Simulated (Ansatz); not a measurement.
Band table of Mg (bcc type)

```xyz
1
Lattice="-1.3440 1.3440 1.3440 1.3440 -1.3440 1.3440 1.3440 1.3440 -1.3440" Properties=species:S:1:pos:R:3 pbc="T T T"
Mg    0.0000    0.0000    0.0000
```

The cell comes from a relaxation on PAW files under the same functional, begun from a prototype that needn't be the stable phase.

Level of theory: DFT with LDA, scalar-relativistic, in Ansatz 0.2.0; a Γ-centred 15×15×15 k mesh, Fermi–Dirac smearing of 0.08 eV, no spin polarisation. LAPW: all electrons, basis error target 1 meV/atom.

This run: volume at 0.45 of the series' base cell.

The structure type is held throughout; the real material can change phase at far lower pressure.

Path points, in fractions of the reciprocal vectors: Γ (0.000, 0.000, 0.000), H (0.500, -0.500, 0.500), N (0.000, 0.000, 0.500), P (0.250, 0.250, 0.250). The distance column jumps between branches of the path. Levels in eV from the Fermi level; bands 5 to 7, counted from the lowest band of the run. The gap is zero, the pressure 148.0 GPa.

```
# k(1/Å) point b5 b6 b7
0.000 Γ -11.39 19.74 19.74
0.292 - -11.05 17.97 17.97
0.584 - -10.07 15.19 15.23
0.877 - -8.49 11.67 12.81
1.169 - -6.40 8.77 10.89
1.461 - -3.89 6.52 9.47
1.753 - -1.07 4.90 8.50
2.045 - 1.81 3.94 7.94
2.337 H 3.61 3.61 7.76
2.544 - 2.86 3.41 7.85
2.751 - 1.55 2.83 8.12
2.957 - 0.31 1.99 8.57
3.164 - -0.73 1.07 9.19
3.370 - -1.53 0.22 9.95
3.577 - -2.10 -0.46 10.80
3.784 - -2.44 -0.89 11.57
3.990 N -2.56 -1.04 11.92
4.197 - -4.00 0.62 12.07
4.404 - -5.80 3.05 12.54
4.610 - -7.42 5.75 13.31
4.817 - -8.79 8.68 14.39
5.023 - -9.90 11.84 15.73
5.230 - -10.72 15.18 17.30
5.437 - -11.22 18.37 18.89
5.643 Γ -11.39 19.74 19.74
5.896 - -11.14 18.07 18.07
6.149 - -10.39 14.70 14.70
6.402 - -9.19 11.42 11.42
6.655 - -7.57 8.54 8.54
6.908 - -5.59 6.09 6.09
7.161 - -3.34 4.07 4.07
7.414 - -0.95 2.48 2.48
7.667 P 1.29 1.29 1.29
7.920 - 0.48 0.48 2.85
8.174 - 0.05 0.05 3.61
8.427 - -0.02 -0.02 4.11
8.680 - 0.26 0.26 4.74
8.933 - 0.88 0.88 5.60
9.186 - 1.82 1.82 6.58
9.439 - 2.94 2.94 7.42
9.692 H 3.61 3.61 7.76
11.716 P 1.29 1.29 1.29
11.862 - 0.36 1.16 2.35
12.008 - -0.43 0.84 3.55
12.154 - -1.09 0.41 4.90
12.300 - -1.62 -0.04 6.37
12.447 - -2.03 -0.45 7.97
12.593 - -2.32 -0.77 9.62
12.739 - -2.50 -0.97 11.15
12.885 N -2.56 -1.04 11.92
```
